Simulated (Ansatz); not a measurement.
A relaxation computed with Ansatz, from input to last step.

```yaml
crystal:
  lattice:
    - [3.97, 0.0, 0.0]
    - [0.0, 3.97, 0.0]
    - [0.0, 0.0, 6.552]
  atoms:
    - { symbol: Mg, position: [0.5, 0.0, 0.1623] }
    - { symbol: Mg, position: [0.0, 0.5, 0.8377] }
    - { symbol: Mn, position: [0.0, 0.0, 0.5], spin: 3.84 }
    - { symbol: Mn, position: [0.5, 0.5, 0.5], spin: 3.84 }
    - { symbol: Ge, position: [0.5, 0.0, 0.7483], spin: -0.13 }
    - { symbol: Ge, position: [0.0, 0.5, 0.2517], spin: -0.13 }
basis:
  ecutwfc: 500
kpoints:
  mp_grid: { grid: [10, 10, 6] }
hamiltonian:
  xc: r2scan
scf:
  occupations: { method: gaussian, width: 0.1 }
output:
  forces: true
  stress: true
  eigenvalues: true
  populations: true
magnetization:
  spin_polarized: true
relax:
  adjacent_minimum: "off"
  f_tol: 0.005
  max_steps: 80
  cell: { stress_tol: 0.05 }
```

```bash
ansatz run input.yaml --threads 1 --pin off --max-ram 2560MiB --backend cpu --events-out ev --progress --plain --runs-dir out
```

These are results of DFT r2SCAN, scalar-relativistic, plane waves, PAW (Ansatz 0.2.0), not measurements.

Of 5 frames 5 are shown, positions in Å and forces in eV/Å; the SCF threshold varies from step to step. Steps run on the plane waves of an earlier cell, with a Pulay correction in the pressure. The basis is chosen afresh for the last frame, the zero of the energies, and at times for earlier ones too; energy and pressure step there, also at an unchanged geometry.

```xyz
6
Lattice="3.9700 0.0000 0.0000 0.0000 3.9700 0.0000 0.0000 0.0000 6.5520" Properties=species:S:1:pos:R:3:forces:R:3 pbc="T T T" step=1 free_energy_over_end_meV_per_atom=2.87 pressure_GPa=0.97
Mg    1.9850    0.0000    1.0634    0.0000    0.0000    0.0742
Mg    0.0000    1.9850    5.4886    0.0000    0.0000   -0.0742
Mn    0.0000    0.0000    3.2760    0.0000    0.0000    0.0000
Mn    1.9850    1.9850    3.2760    0.0000    0.0000    0.0000
Ge    1.9850    0.0000    4.9029    0.0000    0.0000   -0.1798
Ge    0.0000    1.9850    1.6491    0.0000    0.0000    0.1798
6
Lattice="4.0234 0.0000 0.0000 0.0000 4.0234 0.0000 0.0000 0.0000 6.5173" Properties=species:S:1:pos:R:3:forces:R:3 pbc="T T T" step=2 free_energy_over_end_meV_per_atom=0.26 pressure_GPa=-0.25
Mg    2.0117    0.0000    1.0824    0.0000    0.0000   -0.0432
Mg    0.0000    2.0117    5.4349    0.0000    0.0000    0.0432
Mn    0.0000    0.0000    3.2586    0.0000    0.0000    0.0000
Mn    2.0117    2.0117    3.2586    0.0000    0.0000    0.0000
Ge    2.0117    0.0000    4.8502    0.0000    0.0000    0.0071
Ge    0.0000    2.0117    1.6671    0.0000    0.0000   -0.0071
6
Lattice="4.0190 0.0000 0.0000 0.0000 4.0190 0.0000 0.0000 0.0000 6.5116" Properties=species:S:1:pos:R:3:forces:R:3 pbc="T T T" step=3 free_energy_over_end_meV_per_atom=0.13 pressure_GPa=-0.07
Mg    2.0095    0.0000    1.0732    0.0000    0.0000    0.0002
Mg    0.0000    2.0095    5.4384    0.0000    0.0000   -0.0002
Mn    0.0000    0.0000    3.2558    0.0000    0.0000    0.0000
Mn    2.0095    2.0095    3.2558    0.0000    0.0000    0.0000
Ge    2.0095    0.0000    4.8466    0.0000    0.0000   -0.0036
Ge    0.0000    2.0095    1.6650    0.0000    0.0000    0.0036
6
Lattice="4.0186 0.0000 0.0000 0.0000 4.0186 0.0000 0.0000 0.0000 6.5077" Properties=species:S:1:pos:R:3:forces:R:3 pbc="T T T" step=4 free_energy_over_end_meV_per_atom=0.12 pressure_GPa=-0.01
Mg    2.0093    0.0000    1.0726    0.0000    0.0000    0.0013
Mg    0.0000    2.0093    5.4350    0.0000    0.0000   -0.0013
Mn    0.0000    0.0000    3.2538    0.0000    0.0000    0.0000
Mn    2.0093    2.0093    3.2538    0.0000    0.0000    0.0000
Ge    2.0093    0.0000    4.8436    0.0000    0.0000   -0.0031
Ge    0.0000    2.0093    1.6641    0.0000    0.0000    0.0031
6
Lattice="4.0186 0.0000 0.0000 0.0000 4.0186 0.0000 0.0000 0.0000 6.5077" Properties=species:S:1:pos:R:3:forces:R:3 pbc="T T T" step=5 free_energy_over_end_meV_per_atom=0.00 pressure_GPa=-0.01
Mg    2.0093    0.0000    1.0726    0.0000    0.0000    0.0013
Mg    0.0000    2.0093    5.4350    0.0000    0.0000   -0.0013
Mn    0.0000    0.0000    3.2538    0.0000    0.0000    0.0000
Mn    2.0093    2.0093    3.2538    0.0000    0.0000    0.0000
Ge    2.0093    0.0000    4.8436    0.0000    0.0000   -0.0030
Ge    0.0000    2.0093    1.6641    0.0000    0.0000    0.0030
```

Time: 25 min on 1 thread of Intel(R) Xeon(R) Processor @ 2.50GHz (Skylake/Cascade Lake) (shared host), peak memory 1.2 GiB.

The state reached may not be the lowest one. The program reads another magnetic order as possibly lower. Only parallel moments were tried here.